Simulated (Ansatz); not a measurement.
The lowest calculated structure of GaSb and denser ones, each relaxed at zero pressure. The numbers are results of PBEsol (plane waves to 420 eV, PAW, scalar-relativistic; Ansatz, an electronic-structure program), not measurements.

```
structure                                                       E − E(first row) (eV/atom)  V (Å³/atom)
--------------------------------------------------------------  --------------------------  -----------
F-43m, cF8, zinc blende type                                                             0        28.53
P4/mmm, tP2                                                                           0.23        22.38
Fm-3m, cF8, rock salt type                                                            0.15        23.11
Pm-3m, cP2, CsCl type                                                                 0.24        22.22
Cmcm, oS8                                                                             0.12        22.79
P6₂22, hP6                                                                            0.11        25.65
P4/mmm, tP2, AFLOW prototype AB_tP2_123_a_d (L1_0, as in CuAu)                        0.24        23.24
```

Q: Estimate from H = E + PV, with the volumes held at these values, the pressure at which each denser structure becomes favourable. Which of these comes first?

A: The enthalpies cross at P = ΔE / (−ΔV); 1 eV/Å³ is 160.2 GPa.
- Cmcm, oS8: 0.12 / (28.53 − 22.79) × 160.2 ≈ 3.3 GPa
- Fm-3m, cF8, rock salt type: 0.15 / (28.53 − 23.11) × 160.2 ≈ 4.4 GPa
- P4/mmm, tP2: 0.23 / (28.53 − 22.38) × 160.2 ≈ 6.0 GPa
- Pm-3m, cP2, CsCl type: 0.24 / (28.53 − 22.22) × 160.2 ≈ 6.1 GPa
- P6₂22, hP6: 0.11 / (28.53 − 25.65) × 160.2 ≈ 6.1 GPa
- P4/mmm, tP2, AFLOW prototype AB_tP2_123_a_d (L1_0, as in CuAu): 0.24 / (28.53 − 23.24) × 160.2 ≈ 7.3 GPa

First among these: Cmcm, oS8, near 3.3 GPa. This leaves out the compression of both phases, so the common tangent of the full E(V) curves can lie elsewhere, the more so the higher the pressure; energy differences of these cells are good to about 0.01 eV/atom.

2 runs with a doubtful electronic state, a coarser numerical grid, an end not at rest or a source that can't be used are left out. Each run could gain symmetry but not lose that of its start, so entries can be saddle points. From databases, or of a type measured for this composition: F-43m, cF8, zinc blende type; the others are generated cells (placed on structure types, drawn at random, substituted or restacked) that were not matched to a known phase here. Static energies at zero pressure. No spin polarisation in the result.
